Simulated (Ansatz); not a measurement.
# Property card for Sb

Computed with DFT PBE+D3(BJ), scalar-relativistic, plane waves, PAW (Ansatz 0.2.0).

Settings: cutoff 420 eV, Γ-centred mesh 12×12×12 on the computed 2-atom cell, Gaussian smearing of 0.10 eV; no spin polarisation.

The structure is relaxed at this level of theory with its symmetry kept.

```
Sb
1.0
     2.16161    1.24801    3.67967
    -2.16161    1.24801    3.67967
     0.00000   -2.49601    3.67967
Sb
2
Direct
  0.23615 0.23615 0.23615
  0.76385 0.76385 0.76385
```

| Quantity | Value |
| --- | --- |
| Space group | R-3m (No. 166) |
| Volume per atom | 29.78 Å³ |
| Kohn–Sham band gap | none (metal) |
| Density of states at the Fermi level | 0.04 states/eV per cell (so small that it hangs on the mesh: a semimetal, or crossings between mesh points) |
| Löwdin character within 0.5 eV of the Fermi level | Sb 5p 83 %, Sb 5s 13 % |
| Bader charges (e) | Sb (2 in the cell) 0.00 |

Spin-orbit coupling is left out, which matters for the bands of heavy elements.